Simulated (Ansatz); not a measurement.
The start is a randomly generated symmetric cell of Sr (space group No. 25). Cell shape, volume and atoms are optimised at zero target pressure with r2SCAN (plane waves to 500 eV, PAW, scalar-relativistic; Ansatz, a program for electronic structure). The first steps use a coarse 7×5×4 k-mesh.

The start:
```
CELL_PARAMETERS angstrom
      4.94971     0.00000     0.00000
      0.00000     6.79741     0.00000
      0.00000     0.00000     7.98080
ATOMIC_POSITIONS crystal
  Sr 0.00000 0.00000 0.98585
  Sr 0.50000 0.00000 0.19224
  Sr 0.25096 0.50000 0.54851
  Sr 0.74904 0.50000 0.54851
```

### Question
What symmetry does the relaxed structure have?

### Answer
The space group goes from Pmm2 (No. 25) to Fm-3m (No. 225); the end is fcc (Cu type), with 1 atom in the primitive cell.

### Question
How much energy is released per atom?

### Answer
About 2.4 eV/atom.

### Question
Is the relaxed structure metallic? Give its gap.

### Answer
Zero (metallic).

### Question
Write out the relaxed structure.

### Answer

```cif
data_Sr4
_chemical_formula_sum 'Sr4'
_space_group_name_H-M_alt 'Fm-3m'
_space_group_IT_number 225
_space_group_name_Hall '-F 4 2 3'
_cell_length_a 6.10182
_cell_length_b 6.10182
_cell_length_c 6.10182
_cell_angle_alpha 90.000
_cell_angle_beta 90.000
_cell_angle_gamma 90.000
loop_
_atom_site_label
_atom_site_type_symbol
_atom_site_symmetry_multiplicity
_atom_site_Wyckoff_symbol
_atom_site_fract_x
_atom_site_fract_y
_atom_site_fract_z
_atom_site_occupancy
Sr1 Sr 4 a 0.00000 0.00000 0.00000 1
```
(The calculation used a cell of 1 atom; values per cell refer to that cell.)

Final values are on a 13×13×13 k-mesh of the relaxed cell. The start holds a very short contact (Sr–Sr 2.47 Å). No spin polarisation in the result.

The run could not lose the symmetry of its start.
